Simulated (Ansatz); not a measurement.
Relaxed-ion elastic tensor of Sn (diamond, Fd-3m) in GPa (Voigt order), the program Ansatz at the PBE+D3(BJ) level (PAW); density 5.55 g/cm³, 35.51 Å³ per atom.

```
59.1  30.1  30.1   0.0   0.0   0.0
30.1  59.1  30.1   0.0   0.0   0.0
30.1  30.1  59.1   0.0   0.0   0.0
 0.0   0.0   0.0  26.0   0.0   0.0
 0.0   0.0   0.0   0.0  26.0   0.0
 0.0   0.0   0.0   0.0   0.0  26.0
```

Is the crystal mechanically stable?

Yes: the smallest eigenvalue of C is 26.0 GPa.

Work out the Voigt, Reuss and Hill averages.

K_V = 39.8, K_R = 39.8, K_H = 39.8; G_V = 21.4, G_R = 19.7, G_H = 20.6 GPa.

Give Young's modulus, Poisson's ratio, Pugh's ratio and the universal anisotropy index.

E = 9KG/(3K + G) = 52.6 GPa; ν = 0.28; K/G = 1.94 (ductile by the Pugh limit of 1.75); A_U = 5G_V/G_R + K_V/K_R − 6 = 0.42.

Estimate the sound speeds and the Debye temperature.

v_l = √((K + 4G/3)/ρ) = 3480 m/s, v_t = √(G/ρ) = 1920 m/s, mean 2140 m/s; Θ = (h/k)(3n/4πV)^(1/3) v_m = 194 K.

Give the Zener ratio and Young's modulus along [100], [110] and [111].

A = 2C44/(C11 − C12) = 1.79; 1/E = S11 − 2(S11 − S12 − S44/2)Γ with Γ = 0, 1/4, 1/3 gives 38.8, 55.1, 64.0 GPa.

Solve the Christoffel equation for the three sound speeds along [100], [110], [111].

Eigenvalues of C_ijkl n_j n_l equal ρv². In km/s, slowest first: [100] 2.16, 2.16, 3.26; [110] 1.62, 2.16, 3.57; [111] 1.82, 1.82, 3.66.

This is a known low-temperature phase of the composition, computed here at zero pressure and temperature. The cell was relaxed with PBE+D3(BJ) under the symmetry of its start; its stability against distortions is not shown here. The pairwise dispersion correction was not fitted to metals. As this level gives no gap, shear constants depend on the k-mesh and smearing (Fermi–Dirac, 0.1 eV here). Spin–orbit coupling is left out wherever it is not named.

Potentials: the later of the program's two PAW sets.
